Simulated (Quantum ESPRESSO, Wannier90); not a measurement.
## Sb (R-3m): Wannier90 run

```
CELL_PARAMETERS angstrom
     -2.17706     3.77079     0.00000
     -4.35413     0.00000     0.00000
     -2.17706     1.25693     3.82988
ATOMIC_POSITIONS crystal
  Sb 0.73174 0.73174 0.80478
  Sb 0.26826 0.26826 0.19522
```

Cell from Materials Project (mp-104), symmetrised, no further relaxation. This is the element's usual structure. Method: PBEsol plane waves in Quantum ESPRESSO 7.5 (PseudoDojo norm-conserving files, 64 Ry, spinors with spin-orbit coupling), Bloch states on a 6×6×6 mesh through Γ, Wannier90 4.0.1. Density: 8×8×8 mesh, cold smearing 0.01 Ry. The cell is built of weakly bound layers, chains or molecules, whose nearest atoms lie 3.43 Å apart. Database cells relaxed without dispersion often hold them too far apart, which can enlarge gaps and weakens couplings between them; spacing and stacking were not compared with the measured crystal. With spin-orbit coupling a semilocal functional can close or falsely invert a small gap; the band order was not checked against a better method.

Energies are relative to the Fermi level.

**Bands.** No gap over 0.05 eV opens at the Fermi level at this level of theory. 2 filled groups are cut off by gaps; the highest, bands 9–20, spans -28.75 to -28.62 eV and is Sb 4d 100 %.

**Model.** 16 functions (Sb sp) from bands 21-50, frozen to 1.50 eV, reach Ω_I = 26.95 Å² and follow pw.x to 10 meV rms (states up to 1.0 eV relative to the Fermi level).

**Frozen window.** Edge, Ω_I and misfit go -0.5 eV, 23.55 Å², 119 meV; 1.5 eV, 26.95 Å², 10 meV; 3.5 eV, 36.85 Å², 19 meV. Ω_I never falls as the edge rises, since each frozen state takes freedom from the choice of the smoothest subspace. The edges under the compared range leave its upper states unfrozen, and their misfit is the largest.

**No window.** Without a frozen window Ω_I drops to 20.92 Å² while the misfit grows to 314 meV: a small spread is no proof of good bands.

**Outer window.** The setting "only the lowest 18 of the kept bands" raises Ω_I to 31.32 Å², as fewer states are left to mix in, and the misfit goes to 8.6 meV.

**Stops.** With the frozen window to 5.50 eV the program stops (More states in the frozen window than target WFs). With the frozen window to 4.94 eV the program stops (More states in the frozen window than target WFs).
